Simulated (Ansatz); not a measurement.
Polymorphs of HfPt₃, each relaxed with r²SCAN (plane waves, PAW; program Ansatz):

A: Cu3Au type (Pm-3m)
a = b = c = 4.0070 Å, α = β = γ = 90.00°

```
atom  site  symmetry       x       y       z
----  ----  --------  ------  ------  ------
Hf      1a      m-3m  0.0000  0.0000  0.0000
Pt      3c    4/mm.m  0.0000  0.5000  0.5000
```

B: P6_3/mmc
a = 5.6667 Å, b = 5.6667 Å, c = 9.2570 Å, α = 90.00°, β = 90.00°, γ = 120.00°

```json
[
 {"atom": "Hf", "site": "2a", "symmetry": "-3m.", "x": "0.0000", "y": "0.0000", "z": "0.0000"},
 {"atom": "Hf", "site": "2c", "symmetry": "-6m2", "x": "0.3333", "y": "0.6667", "z": "0.2500"},
 {"atom": "Pt", "site": "6g", "symmetry": ".2/m.", "x": "0.5000", "y": "0.5000", "z": "0.5000"},
 {"atom": "Pt", "site": "6h", "symmetry": "mm2", "x": "0.3392", "y": "0.1696", "z": "0.2500"}
]
```

**Question.** Rank these by energy per atom at 0 K (lowest first), as r²SCAN gives it.

**Answer.** B (+0 meV/atom), A (+5 meV/atom)

Standing as an ambient phase not checked: A; B. All cells were relaxed under the symmetry of their starts (and spin orders); stability against distortions was not tested throughout. Rows with no word on spin ran without spin polarisation. Scalar-relativistic: spin–orbit coupling is off unless named, which matters more the heavier the elements.

Energies hold the estimated change up to a 700 eV cutoff; steps of a few meV lie near the error of the meshes.

Potentials: the later of the program's two PAW sets.
